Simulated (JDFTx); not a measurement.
Moving the Hubbard U on Hf d in HfIn4SiO6

```
CELL_PARAMETERS angstrom
5.27743 0.00000 0.00000
-2.63872 4.57039 0.00000
0.00000 0.00000 10.55905
ATOMIC_POSITIONS crystal
Hf 0.00000 0.00000 0.00000
In 0.33333 0.66667 0.30446
In 0.33333 0.66667 0.69554
In 0.66667 0.33333 0.78919
In 0.66667 0.33333 0.21081
Si 0.33333 0.66667 0.00000
O 0.30634 0.37162 0.89972
O 0.62838 0.69366 0.10028
O 0.62838 0.93471 0.89972
O 0.06529 0.37162 0.10028
O 0.06529 0.69366 0.89972
O 0.30634 0.93471 0.10028
```

The cell comes from a database or a generator and needn't be the stable form of this composition.

Kept alike: task density of states; functional PBE; k mesh 2 × 2 × 1; occupations fermi-dirac, width 0.05 eV; no spin polarisation. Program: JDFTx, PseudoDojo-SR-PBE-0.5-standard with smoothed tails, cutoff 1143 eV. The mesh is that of the run's cell of 12 atoms. No spin-orbit coupling.

| run | pressure (GPa) |
| --- | --- |
| A | 0.03 |
| B | 0.91 |
| C | 0.54 |
| D | -0.14 |
| E | 0.13 |
| F | -0.06 |
| G | 0.25 |

The k mesh is coarse, so the values aren't converged. Pressure is positive in compression; the values hold the error of the finite cutoff, so their zero can differ a little from the energy's minimum. U acts here on a shell without spin polarisation. How U acts hangs on the program's projectors.

Problem. The runs differ in the Hubbard U on Hf d alone: 0; 1; 2; 3; 4; 6; 8 eV. Which run is which?

Solution. Run A is 2 eV; run B is 8 eV; run C is 6 eV; run D is 0 eV; run E is 3 eV; run F is 1 eV; run G is 4 eV. The pressure rises from -0.14 to 0.91 GPa between 0 and 8 eV. U localises the shell and weakens its bonds, so the cell pushes outwards.
